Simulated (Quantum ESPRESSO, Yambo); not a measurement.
BaZnBO3F (space group P-6, No. 174): one geometry, one set of norm-conserving LDA (Quantum ESPRESSO, 84 Ry, without SOC) orbitals, self-energies from Yambo (3×3×4 Γ-centred k mesh, bands 5 to 153 and a 7 Ry block in the screening, 153 bands in G with the Bruneval-Gonze terminator, plasmon pole fitted at 27.2 eV).

| level | gap K → Γ (eV) | direct gap at Γ (eV) |
|---|---|---|
| LDA (Quantum ESPRESSO) | 3.44 | 4.04 |
| exchange only (Hartree-Fock self-energy on LDA orbitals) | 13.70 | 14.52 |
| static COHSEX@LDA | 6.64 | 7.35 |
| G0W0@LDA, plasmon pole | [?] | [?] |
| G0W0@LDA, multipole fit to 8 frequencies, no terminator | [?] | [?] |

### Question
Complete the blanks.

### Answer

- G0W0@LDA, plasmon pole, gap K → Γ (eV): 5.70
- G0W0@LDA, plasmon pole, direct gap at Γ (eV): 6.42
- G0W0@LDA, multipole fit to 8 frequencies, no terminator, gap K → Γ (eV): 5.61
- G0W0@LDA, multipole fit to 8 frequencies, no terminator, direct gap at Γ (eV): 6.33

Bare exchange has no screening and gives the widest gap; static COHSEX screens it but leaves out the frequency dependence, which G0W0 restores.

Nearest settings tried, and what they do to the gap: 102 bands in W, 102 bands in G: +65 meV; 6 Ry block (187 vectors against 217): -18 meV. Not varied: mesh. So the settings aren't converged at that level. Oxides, nitrides and fluorides with a shallow 3d shell are known to need far more bands and larger blocks.

Geometry of the Materials Project entry, not relaxed at this level; primitive cell a = b = 5.127 Å, c = 4.364 Å, α = β = 90.00°, γ = 120.00°.
